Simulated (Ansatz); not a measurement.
CoAs$_{3}$ (space group Im-3)

```
CoAs3
1.0
   -4.07530     4.07530     4.07530
    4.07530    -4.07530     4.07530
    4.07530     4.07530    -4.07530
Co As
4 12
Cartesian
 -2.03765   2.03765   2.03765
  2.03765  -2.03765   2.03765
  2.03765   2.03765   2.03765
  2.03765   2.03765  -2.03765
  0.00000   1.24142   2.77846
  4.07530   2.83388   1.29684
  4.07530   2.83388  -1.29684
  0.00000   1.24142   5.37214
  2.77846   0.00000   1.24142
  1.29684   4.07530   2.83388
 -1.29684   4.07530   2.83388
  5.37214   0.00000   1.24142
  1.24142   2.77846   0.00000
  2.83388   1.29684   4.07530
  2.83388  -1.29684   4.07530
  1.24142   5.37214   0.00000
```

The volume is varied about the relaxed value V₀ at fixed cell shape. The atoms relax within the cell's symmetry.

Method: PBEsol (plane waves to 420 eV, PAW, scalar-relativistic; Ansatz, a quantum-chemistry and plane-wave program). k mesh 7×7×7 (Γ-centred), Fermi-Dirac smearing 0.05 eV. Energies are smeared free energies. At this level the bands of CoAs3 touch or barely overlap; measurements give the solid a gap. CoAs3 is run without spin polarisation. CoAs3 was relaxed with its symmetry unable to fall. ΔE is measured from the relaxed starting cell. The last digit holds for this mesh only.

```json
[
 {"V (Å³/atom)": "15.905", "ΔE (meV/atom)": "27.7"},
 {"V (Å³/atom)": "16.159", "ΔE (meV/atom)": "15.1"},
 {"V (Å³/atom)": "16.413", "ΔE (meV/atom)": "6.5"},
 {"V (Å³/atom)": "16.667", "ΔE (meV/atom)": "1.6"},
 {"V (Å³/atom)": "16.921", "ΔE (meV/atom)": "0.0"},
 {"V (Å³/atom)": "17.175", "ΔE (meV/atom)": "1.5"},
 {"V (Å³/atom)": "17.428", "ΔE (meV/atom)": "5.8"},
 {"V (Å³/atom)": "17.682", "ΔE (meV/atom)": "12.7"},
 {"V (Å³/atom)": "17.936", "ΔE (meV/atom)": "22.1"}
]
```

Q: What bulk modulus B₀ follows from a third-order Birch-Murnaghan fit?

A: 129 GPa.

Q: What is the fitted pressure derivative B₀′?

A: 4.7.

(A scan under strain: stresses follow from slopes of the energy per volume, elastic moduli from its curvatures.)
